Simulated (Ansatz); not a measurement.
Clean, relaxed (111) surface of Au, space group Fm-3m (No. 225) (top face towards +c; atoms held fixed, by place in the list: 1, 2):

```yaml
crystal:
  lattice:
    - [2.91621, 0.00000, 0.00000]
    - [-1.45810, 2.52551, 0.00000]
    - [0.00000, 0.00000, 24.14322]
  atoms:
    - { symbol: Au, position: [0.66667, 0.33333, 0.35207] }
    - { symbol: Au, position: [0.33333, 0.66667, 0.45069] }
    - { symbol: Au, position: [0.00000, 0.00000, 0.54773] }
    - { symbol: Au, position: [0.66667, 0.33333, 0.64657] }
```

All numbers below come from DFT r2SCAN, scalar-relativistic, plane waves, PAW (Ansatz 0.2.0). Settings: cutoff 500 eV, Γ-centred mesh 12×12×1 on the computed 4-atom cell, Gaussian smearing of 0.10 eV; no spin polarisation. A dipole correction removes the field between periodic images along c.

C (atom) is adsorbed on the top face, one adsorbate per 7.4 Å², and relaxed from 3 starting sites (fractions of a and b). E_ads counts from the clean slab and the free adsorbate (spin-polarised where it has unpaired electrons); negative means bound. Heights count from the highest slab atom after relaxation. Δφ is the top face's. Δp counts per cell along +c. Bonded neighbours lie within 1.25 times the sum of covalent radii (1.35 for H) and, on that scale, within 12 % of the closest. With the adsorbate the cell is lengthened along c to keep the vacuum.

| start | ends at | E_ads (eV) | height (Å) | shortest contact | Δφ (eV) | Δp (e·Å) |
| --- | --- | --- | --- | --- | --- | --- |
| top (Au) at (0.67, 0.33) | (0.67, 0.33), 1 bonded neighbour (Au) | -2.35 | 1.95 | C–Au 1.95 Å | +1.68 | -0.063 |
| hollow (Au-Au-Au) at (0.00, 0.00) | (0.00, 0.00), 3 bonded neighbours (Au) | -2.90 | 1.29 | C–Au 2.12 Å | +1.82 | -0.067 |
| bridge (Au-Au) at (0.17, 0.83) | (0.33, 0.67), 3 bonded neighbours (Au) | -3.04 | 1.25 | C–Au 2.10 Å | +1.81 | -0.067 |

Among the sites tried, the lowest end comes from the bridge (Au-Au) at (0.17, 0.83) start; other sites may lie lower.

Each end is the local minimum or symmetric point that its start leads to. The slab is only 7.1 Å thick, so the energies aren't converged with thickness.

For at least one of the starts the bottom face's work function also shifts by over 0.1 eV: the slab is too thin to screen the adsorbate, so the work functions aren't converged with thickness.

The adsorbed runs have no spin polarisation, so weakly bound open-shell ends lie too high.